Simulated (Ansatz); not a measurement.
The elements of this relaxed trial crystal are hidden behind letters.

```
lattice vectors (Å)
   2.7173    0.0000    0.0000
  -1.3586    2.3532    0.0000
   0.0000    0.0000    6.6579
fractional positions
X 0.0000 0.0000 0.5000
Z 0.6667 0.3333 0.8323
Z 0.3333 0.6667 0.1677
```

All numbers below come from DFT PBE, scalar-relativistic, plane waves, PAW (Ansatz 0.2.0). Cutoff 420 eV, Γ-centred 18×18×8 mesh (3-atom cell), Gaussian smearing of 0.10 eV, no spin polarisation.

| Quantity | Value |
| --- | --- |
| Space group | P-3m1 (No. 164) |
| Conventional cell | a = 2.717 Å, c = 6.658 Å |
| Volume per atom | 14.19 Å³ |
| Density | 15.52 g/cm³ |
| Energy over the elements | −0.02 eV/atom |
| Gap on the 18×18×8 mesh of the 3-atom cell | 0 eV (a metal) |

Energies are uncorrected and count from the elements' standard states at the same level.

Question: X is a d-block element of period 6 and Z is a d-block element of period 5. Which elements are they?

Answer: X = Ir, Z = Rh, so the formula is IrRh2. Density times volume gives a mean mass of 15.52 × 14.19/1.6605 = 132.6 u per atom, and this set has 132.7 u. Ir has 6 Rh at 2.71 Å and 6 Ir at 2.72 Å; around Rh lie 3 Ir at 2.71 Å and 9 Rh at 2.72–2.73 Å. Other sets within the hints have nearly the same mass, so mass alone doesn't settle it; this one was computed.

These runs have no spin–orbit coupling, which can matter for Ir. Symmetry constrained the relaxation, so the result can be a saddle point.
